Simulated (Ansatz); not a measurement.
Si:
```
Si
1.0
    2.53014     0.00000     0.00000
    0.00000     2.53014     0.00000
    0.00000     0.00000     2.53014
Si
1
Direct
  0.00000   0.00000   0.00000
```

Relaxed with PBE. Special points in fractions of this cell's reciprocal vectors: Γ (0.000, 0.000, 0.000); X (0.000, 0.500, 0.000); M (0.500, 0.500, 0.000); R (0.500, 0.500, 0.500).

Q: List the band energies nearest the Fermi level at these points for PBE (plane waves, PAW; program Ansatz).

A: In eV from the Fermi level; about four levels below and three above (degenerate sets whole), none deeper than 8.9 eV; … stands for higher levels left out; points with the same levels are listed once.

```json
[
 {"k": "Γ", "below": "–", "above": "7.46 7.46 …"},
 {"k": "X", "below": "-8.58 -6.50", "above": "10.08 11.08 11.08"},
 {"k": "M", "below": "-3.46 -2.85 -2.85", "above": "1.52 14.35 …"},
 {"k": "R", "below": "–", "above": "0.57 0.57 0.57"}
]
```

Space group Pm-3m (simple cubic). The cell is a constructed one: a structure type filled with these elements; neither database checked (COD, Materials Project) lists it. It is not the phase usual at ambient conditions (space group No. 227). Symmetry was held in the PBE relaxation; whether a distortion lowers the energy is not shown.

Potentials: the later of the program's two PAW sets.
